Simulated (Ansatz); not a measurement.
AlNi$_{3}$ (Cu3Au type)

```xyz
4
Lattice="3.5261 0.0000 0.0000 0.0000 3.5261 0.0000 0.0000 0.0000 3.5261" Properties=species:S:1:pos:R:3 pbc="T T T"
Al     0.0000     0.0000     0.0000
Ni     0.0000     1.7631     1.7631
Ni     1.7631     0.0000     1.7631
Ni     1.7631     1.7631     0.0000
```

Grid over V/V₀ and (c/a)/(c/a)₀, subscript 0 meaning the relaxed cell; the conventional c axis lies along z; no internal relaxation.

These are r2SCAN (plane waves to 500 eV, PAW, scalar-relativistic; Ansatz, a program for electronic structure) values and carry that method's errors. k mesh 13×13×13 (Γ-centred), Fermi-Dirac smearing 0.05 eV. E stands for the smeared free energy. With partly filled bands, the response to shear is sensitive to the k mesh, so small differences along c/a are uncertain. AlNi3 was relaxed with its symmetry unable to fall. Relaxed AlNi3 ends ferromagnetic. Other magnetic orders were not checked, so this need not be the ground state. ΔE is measured from the relaxed starting cell.

Problem. What ΔE (kJ/mol of atoms) does the calculation give at all points of the grid V/V₀ = 0.920, 0.960, 1.000, 1.040, 1.080 by (c/a)/(c/a)₀ = 0.960, 0.980, 1.000, 1.020, 1.040?

Solution. ΔE (kJ/mol of atoms), with V/V₀ across and (c/a)/(c/a)₀ down:

```
(c/a)/(c/a)₀ \ V/V₀  0.920  0.960  1.000  1.040  1.080
-------------------  -----  -----  -----  -----  -----
0.960                  5.4    1.5    0.4    1.3    4.0
0.980                  5.1    1.2    0.1    1.1    3.8
1.000                  5.0    1.2    0.0    1.0    3.7
1.020                  5.1    1.3    0.1    1.1    3.8
1.040                  5.4    1.6    0.4    1.4    4.1
```

(A scan under strain: stresses follow from slopes of the energy per volume, elastic moduli from its curvatures.)
